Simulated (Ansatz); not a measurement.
OsFCl as a Janus 1T monolayer was relaxed with 5 functionals in Ansatz 0.2.0, cell and atoms free, the symmetry of the start kept (meshes: PBE 12×12×1, r2SCAN 12×12×1, PBEsol 12×12×1, LDA 12×12×1, HSE06 6×6×1). The cell comes from a prototype generator: it can be a known phase or a hypothetical one. Spin polarisation is off.

The PBE result:
```cif
data_structure
_symmetry_space_group_name_H-M 'P 1'
_symmetry_Int_Tables_number 1
_cell_length_a 3.4899
_cell_length_b 3.4899
_cell_length_c 29.0150
_cell_angle_alpha 90.000
_cell_angle_beta 90.000
_cell_angle_gamma 120.000
_cell_volume 306.04
loop_
_atom_site_label
_atom_site_type_symbol
_atom_site_fract_x
_atom_site_fract_y
_atom_site_fract_z
_atom_site_occupancy
Os1 Os 0.00000 0.00000 0.31012 1
F1 F 0.33333 0.66667 0.34666 1
Cl1 Cl 0.66667 0.33333 0.27378 1
```
Periodic in the plane only; c spans the vacuum.

The sheet's in-plane cell has a = 3.490 Å, b = 3.490 Å (γ = 120.0°), and its outermost atoms lie 2.11 Å apart along the normal. Os is surrounded by 3 Cl at 2.27 Å and 3 F at 2.28 Å; F is surrounded by 3 Os at 2.28 Å; Cl is surrounded by 3 Os at 2.27 Å.

Problem. What lattice does LDA give?

Solution. a = 3.416 Å; the area differs by -4.2 % from PBE's. Around Os lie 3 F at 2.22 Å and 3 Cl at 2.23 Å; around F lie 3 Os at 2.22 Å; around Cl lie 3 Os at 2.23 Å.

Problem. What lattice does HSE06 give?

Solution. a = 3.472 Å; the area differs by -1.0 % from PBE's. Os is surrounded by 3 F at 2.24 Å and 3 Cl at 2.28 Å; F is surrounded by 3 Os at 2.24 Å; Cl is surrounded by 3 Os at 2.28 Å.

Problem. Held at the r2SCAN cell, what mean stress do LDA and PBE find, and does its sign point to their own minimum?

Solution. Yes. LDA -3.75 N/m, and its relaxed area is -3.4 % from r2SCAN's; PBE +1.19 N/m, and its relaxed area is +0.8 % from r2SCAN's. Compression counts positive, so a positive stress asks for a larger cell.
